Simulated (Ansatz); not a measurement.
This guess for Al3In2As5 is about to be relaxed.

```yaml
crystal:
  lattice:
    - [-1.97298, 1.97298, 13.95104]
    - [1.97298, -1.97298, 13.95104]
    - [1.97298, 1.97298, -13.95104]
  atoms:
    - { symbol: Al, position: [0.05000, 0.55000, 0.50000] }
    - { symbol: Al, position: [0.45000, 0.95000, 0.50000] }
    - { symbol: Al, position: [0.25000, 0.75000, 0.50000] }
    - { symbol: In, position: [0.85000, 0.35000, 0.50000] }
    - { symbol: In, position: [0.65000, 0.15000, 0.50000] }
    - { symbol: As, position: [0.60000, 0.60000, 0.00000] }
    - { symbol: As, position: [0.00000, 0.00000, 0.00000] }
    - { symbol: As, position: [0.40000, 0.40000, 0.00000] }
    - { symbol: As, position: [0.80000, 0.80000, 0.00000] }
    - { symbol: As, position: [0.20000, 0.20000, 0.00000] }
```

Method: Ansatz, DFT PBE, scalar-relativistic, plane waves, PAW. Cutoff 420 eV, Gaussian smearing, Γ-centred meshes. Cell and atoms relax first on a coarse mesh and then on a converged one. In between, the cell is made exact in the group found at 0.06 Å. The steps can't lower the symmetry of their start. No spin polarisation.

A guess keeps its type if space group and coordination stay and the shape of the cell changes little (axis ratios within about 15 %, angles within 6°); the volume may change.

Problem. Does it keep its structure type, or change into something else?

Solution. It keeps its type. The symmetry stays I-4m2 (No. 119). The volume per atom grows by 18.4 %, from 21.7 to 25.7 Å³. The shortest distance goes from 2.42 Å (Al–As and In–As) to 2.49 Å (Al–As). The ratio c/a of the conventional cell changes by a factor of 1.00. Counting neighbours within 15 % of an atom's shortest distance, the start has Al 4, As 4, In 4 and the end Al 4, As 4, In 4.

Formation energies are uncorrected and refer to the elements' standard structures at the same level.

Problem. At what energy does it end?

Solution. −0.374 eV/atom. A negative formation energy is needed for stability but isn't enough: competing phases decide.

The last run used a 10×10×10 mesh for its 10-atom cell and Gaussian smearing of 0.02 eV. The reference form of As is held partly by dispersion forces, which this level lacks. Symmetry constrained the relaxation, so the result can be a saddle point.
